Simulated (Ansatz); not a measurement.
Starting cell, PtS2 (CdI2 type):

```xyz
3
Lattice="3.5837 0.0000 0.0000 -1.7918 3.1035 0.0000 0.0000 0.0000 4.6560" Properties=species:S:1:pos:R:3 pbc="T T T"
Pt     0.0000     0.0000     0.0000
S      1.7918     1.0345     1.2061
S      0.0000     2.0690     3.4500
```

In each cell atom 2 (S, nearest neighbour Pt at 2.395 Å; its periodic images, 3.6 Å or more away, move with it) moves by s·(-0.748, -0.432, -0.504) (towards the nearest neighbour), the rest being held.

All values below come from PBE-D3(BJ) (plane waves to 420 eV, PAW, scalar-relativistic; Ansatz, a program for electronic structure). k mesh 12×12×8 (Γ-centred), Fermi-Dirac smearing 0.05 eV. Energies are smeared free energies. With partly filled bands, energies and forces of such displacements shift with the k mesh and the smearing. At this level the bands of PtS2 touch or barely overlap; measurements give the solid a gap. PtS2 is run without spin polarisation. PtS2 was relaxed with its symmetry unable to fall. Spin-orbit coupling is left out, though Pt is heavy. The PAW data are Ansatz's earlier set. The zero of ΔE is the undisplaced structure. The last digit holds for this mesh only.

| s (Å) | ΔE (meV/cell) |
|---|---|
| -0.240 | 199.7 |
| -0.192 | 137.2 |
| -0.144 | 82.5 |
| -0.096 | 39.1 |
| -0.048 | 10.4 |
| 0.000 | 0.0 |
| 0.048 | 11.8 |
| 0.096 | 50.2 |
| 0.144 | 120.4 |
| 0.192 | 228.1 |
| 0.240 | withheld |

Q: Fit a polynomial form (powers 2, 3, 4) to the given rows and predict ΔE at s = 0.240.

A: Least squares on the 10 given rows: ΔE = (4835)·s² + (6426)·s³ + (3070)·s⁴, in meV/cell with s in Å; root-mean-square residual 0.20 meV/cell. At 0.240 the fit gives 377.5 meV/cell; the calculation gives 380.3 meV/cell, so the extrapolation is off by -2.8 (-0.7 %). The quadratic term alone would give 278.5 meV/cell.

(For displaced atoms, the force is minus the slope of the energy, and its curvature is a force constant, which sets phonon frequencies.)
